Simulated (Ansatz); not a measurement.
MgS (rock salt)

```yaml
crystal:
  lattice:
    - [0.00000, 2.61485, 2.61485]
    - [2.61485, 0.00000, 2.61485]
    - [2.61485, 2.61485, 0.00000]
  atoms:
    - { symbol: S, position: [0.00000, 0.00000, 0.00000] }
    - { symbol: Mg, position: [0.50000, 0.50000, 0.50000] }
```

The slice is a {110} plane (indices of the conventional cell) through the point (0.500, 0.500, 0.500) (fractional), spanned by u = [100] and v = [1 -1 -1] in vectors of this cell: u (3.70 Å) and v (5.23 Å, at 90° to u). It covers one period; positions are fractions (u, v).

All values below come from PBE (plane waves to 420 eV, PAW, scalar-relativistic; Ansatz, an electronic-structure program). k mesh 11×11×11. Near the nuclei the fields are pseudised (PAW); where an atom keeps semicore shells as valence, they peak there. MgS was relaxed with its symmetry unable to fall.

Q: Around which element is the density of the highest valence band (whole band, smooth part) largest on this plane?

A: S. Mean over a disc round each atom, of radius 0.45 times the shortest bond: S 0.194, Mg 0.012 e/Å³.

Q: Predict the map of the valence electron density on the slice.

A: 
```
|@@@@@@%%**++========================++**%%@@@@|
|@@@@%%##++============================++##%%@@|
|%%####**++============================++**####|
|****++++========----------------========++++**|
|++++==========--------------------==========++|
|==============--------------------============|
|++++============----------------============++|
|++++++++========----------------========++++++|
|++++++++++========------------========++++++++|
|******++++++========--------========++++++****|
|********++++++======--------======++++++******|
|**********++++++======----======++++++********|
|************++++================++++**********|
|**************++++============++++************|
|++++**********++++============++++**********++|
|  ++**********++++============++++**********++|
|++++**********++++============++++**********++|
|**************++++============++++************|
|************++++================++++**********|
|**********++++++======----======++++++********|
|********++++++======--------======++++++******|
|******++++++========--------========++++++****|
|++++++++++========------------========++++++++|
|++++++++========----------------========++++++|
|++++============----------------============++|
|==============--------------------============|
|++++==========--------------------==========++|
|****++++========----------------========++++**|
|%%####**++============================++**####|
|@@@@%%##++============================++##%%@@|
|@@@@@@%%**++========================++**%%@@@@|
|@@@@@@%%**++========================++**%%@@@@|
```
Scale: ten equal steps from -3.00 (start of ' ') to 1.50 (end of '@'), in the order ' .:-=+*#%@'. Values: log₁₀ of the valence density in e/Å³. The map has 23 points along u (two characters each, u = 0 at the left) and 32 along v (v = 0 in the bottom row). The scale is logarithmic, as a density can span decades between atoms and voids; values under 0.001 e/Å³ are set to 0.001.
